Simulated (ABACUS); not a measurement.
Consider a self-consistent single point of TiO2 (P4_2/mnm, 6 atoms in the cell; from Materials Project mp-2657, changed as shown).

```
CELL_PARAMETERS angstrom
      4.50784     0.00000     0.00000
      0.00000     4.50784     0.00000
      0.00000     0.00000     2.90003
ATOMIC_POSITIONS crystal
  Ti 0.50000 0.50000 0.00000
  Ti 0.00000 0.00000 0.50000
  O  0.69568 0.69568 0.50000
  O  0.30432 0.30432 0.50000
  O  0.80432 0.19568 0.00000
  O  0.19568 0.80432 0.00000
```

Computed with PBE, PseudoDojo 0.5 standard norm-conserving PBE (tails mended) pseudopotentials (plane waves; ABACUS).

ABACUS settings:

```
key                                                                   value
---------------  ----------------------------------------------------------
KPT                                                      Gamma 8 8 12 0 0 0
basis_type                                                               pw
dft_functional                                                          PBE
ecutwfc                                                               84 Ry
smearing_method                                                          fd
smearing_sigma                                                0.00367493 Ry
potentials       PseudoDojo 0.5 standard norm-conserving PBE (tails mended)
symmetry                                                                  1
symmetry_prec                                                         1e-05
ks_solver                                                      dav_subspace
scf_nmax                                                                100
scf_thr                                                          1.0e-09 Ry
mixing_type                                                         broyden
mixing_beta                                                             0.4
```

Results:

Number of valence electrons: 48
Number of bands: 34
Number of k-points after the program's reduction: 105
Number of plane waves (most at a k-point): 5206
Number of SCF iterations: 11
FFT grid: 50 × 50 × 32
Free energy E − TS: -5039.5757 eV
Top of the valence band (on the code's own zero): 10.02 eV
Gap on the k-point mesh: 2.04 eV
Pressure: 20.45 GPa
Largest force (vector length): 0.288 eV/Å

Forces (eV/Å):
```json
[
 {"atom": "Ti1", "Fx": "0.000", "Fy": "0.000", "Fz": "0.000"},
 {"atom": "Ti2", "Fx": "0.000", "Fy": "0.000", "Fz": "0.000"},
 {"atom": "O3", "Fx": "0.204", "Fy": "0.204", "Fz": "0.000"},
 {"atom": "O4", "Fx": "-0.204", "Fy": "-0.204", "Fz": "0.000"},
 {"atom": "O5", "Fx": "-0.204", "Fy": "0.204", "Fz": "0.000"},
 {"atom": "O6", "Fx": "0.204", "Fy": "-0.204", "Fz": "0.000"}
]
```

Stress (GPa, positive for compression):
```
19.31   0.00   0.00
 0.00  19.31   0.00
 0.00   0.00  22.72
```

The gap is read on the k-point mesh of the run and can differ from the gap over the whole zone at this level.

For comparison: a first run was changed to give this one (lattice scaled by 0.98), and from it to this one the free energy rises by 44.6 meV/atom, the pressure goes from 3.63 to 20.45 GPa, the largest force goes from 0.019 to 0.288 eV/Å and the gap on the mesh goes from 1.884 to 2.036 eV.

The structure comes from a collection of computed structures, made at another level of theory; the collection holds predicted forms beside known ones. At this pressure the cell is far from its equilibrium volume at this level.

Cost on one core: around 5 core-minutes (rough).

“Tails mended”: in these copies of the files the far tail of each local potential was reset to the Coulomb form.
